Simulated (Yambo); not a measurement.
```
KScMo2O8
1.0
    5.88499     0.00000     0.00000
   -2.94250     5.09655     0.00000
    0.00000     0.00000     7.40487
O K Sc Mo
8 1 1 2
Direct
  0.32900   0.16450   0.82808
  0.67100   0.83550   0.17192
  0.83550   0.16450   0.82808
  0.16450   0.83550   0.17192
  0.83550   0.67100   0.82808
  0.16450   0.32900   0.17192
  0.33333   0.66667   0.48437
  0.66667   0.33333   0.51563
  0.00000   0.00000   0.50000
  0.00000   0.00000   0.00000
  0.33333   0.66667   0.24818
  0.66667   0.33333   0.75182
```

Response from Yambo on LDA (Quantum ESPRESSO, PseudoDojo norm-conserving, 84 Ry, without SOC) bands: 3×3×2 mesh, 178 bands, 3 Ry local-field block, 0.2 eV broadening.

**Question.** Give the static electronic dielectric constant without and with local fields along each axis.

**Answer.** 
```
field along  ε(0), independent particles  ε(0), RPA with local fields  refractive index √ε
-----------  ---------------------------  ---------------------------  -------------------
x                                   4.12                         3.36                 1.83
z                                   4.25                         2.97                 1.72
```
Electronic (clamped-ion) response only. LDA gaps are usually too small, which raises these values. Convergence of the RPA response with its 3×3×2 mesh was not tested. x, y and z are Cartesian axes of the cell as given.

Geometry of the Materials Project entry, not relaxed at this level.

The structure is a Materials Project entry; no match was found in the copy of COD used, and its stability was not checked.
